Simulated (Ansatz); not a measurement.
KCl:
```
CELL_PARAMETERS angstrom
      0.00000     3.19081     3.19081
      3.19081     0.00000     3.19081
      3.19081     3.19081     0.00000
ATOMIC_POSITIONS crystal
  K  0.00000 0.00000 0.00000
  Cl 0.50000 0.50000 0.50000
```

Relaxed with PBE. Special points in fractions of this cell's reciprocal vectors: Γ (0.000, 0.000, 0.000); X (0.500, 0.000, 0.500); U (0.625, 0.250, 0.625); K (0.375, 0.375, 0.750); L (0.500, 0.500, 0.500); W (0.500, 0.250, 0.750).

Question: List the band energies nearest the valence-band maximum at these points for plane-wave PAW PBE (Ansatz code).

Answer: In eV from the valence-band maximum; about four levels below and three above (degenerate sets whole), none deeper than 8.9 eV; points with the same levels are listed once.

```tsv
k	below	above
Γ	0.00 0.00 0.00	5.05 8.34 8.34 8.34
X	-0.63 -0.21 -0.21	6.56 8.15 9.82
U	-0.54 -0.51 -0.27	7.25 8.92 9.07
L	-0.98 -0.29 -0.29	7.46 8.43 10.36 10.36
W	-0.45 -0.45 -0.45	7.96 7.96 9.25
```

Space group Fm-3m (rock salt). The PBE relaxation kept the symmetry of its start; phonons on a q-mesh show no instability.

Potentials: the later of the program's two PAW sets.
